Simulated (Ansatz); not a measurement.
Given:

ZrTa:
Space group Pm-3m (No. 221); a = 3.3965 Å, b = 3.3965 Å, c = 3.3965 Å, α = 90.00°, β = 90.00°, γ = 90.00°

```json
[
 {"atom": "Ta", "site": "1a", "symmetry": "m-3m", "x": "0.0000", "y": "0.0000", "z": "0.0000"},
 {"atom": "Zr", "site": "1b", "symmetry": "m-3m", "x": "0.5000", "y": "0.5000", "z": "0.5000"}
]
```

This is the PBEsol-relaxed structure.

All from the program Ansatz at the PBEsol level (PAW), unless another level is named. Predict the Young's modulus.

80.9 GPa.

What about the highest zone-centre frequency?

172 cm⁻¹.

The start of the workflow was typed in or built on a structure type; neither database checked (COD, Materials Project) lists it. Its standing as an ambient phase is unchecked. Symmetry was held in the PBEsol relaxation; its stability against distortions is not shown here. No spin polarisation was allowed. Its formation energy is positive at this level, so the cell may be metastable or incomplete. As this level gives no gap, phonon frequencies hold no LO–TO term and depend on the k-mesh and smearing (Fermi–Dirac, 0.1 eV here). Scalar-relativistic: spin–orbit coupling is off unless named, which matters more the heavier the elements.

Potentials: the later of the program's two PAW sets.
